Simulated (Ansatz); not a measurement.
Sb:
```xyz
2
Lattice="2.1471 1.2396 3.6565 -2.1471 1.2396 3.6565 0.0000 -2.4792 3.6565" Properties=species:S:1:pos:R:3 pbc="T T T"
Sb     0.0000     0.0000     2.5870
Sb     0.0000     0.0000     8.3826
```

Relaxed with LDA. Special points in fractions of this cell's reciprocal vectors: Γ (0.000, 0.000, 0.000); T (0.500, 0.500, 0.500); H2 (0.757, 0.243, 0.500); H0 (0.500, -0.243, 0.243); L (0.500, 0.000, 0.000); S0 (0.372, -0.372, 0.000); S2 (0.628, 0.000, 0.372); F (0.500, 0.000, 0.500).

### Question
List the band energies nearest the Fermi level at these points for plane-wave PAW LDA (Ansatz code).

### Answer
In eV from the Fermi level; about four levels below and three above (degenerate sets whole), none deeper than 8.9 eV; points with the same levels are listed once.

| k | below | above |
|---|---|---|
| Γ | -4.70 -1.93 -1.79 -1.79 | 2.42 2.90 2.90 |
| T | -1.21 -1.21 -0.42 | 0.01 0.01 1.00 |
| H2 | -5.05 -4.97 -0.51 | 0.66 4.79 4.83 |
| L | -1.72 -1.55 -0.26 -0.12 | 0.28 0.35 8.00 |
| S0 | -5.40 -3.19 -2.89 | 2.97 3.48 4.14 |
| F | -7.93 -5.61 -3.77 -3.73 | 1.66 5.18 5.59 |

Space group R-3m (A7 (α-As type)). Symmetry was held in the LDA relaxation. The Fermi level of a semimetal is unsure by some 0.05 eV on such meshes. Scalar-relativistic: spin–orbit coupling is off unless named, which matters more the heavier the elements.

Potentials: the earlier of the program's two PAW sets. The files were generated under PBE; for other functionals the program regenerates the frozen cores, and for LDA and PBEsol the local potential too.
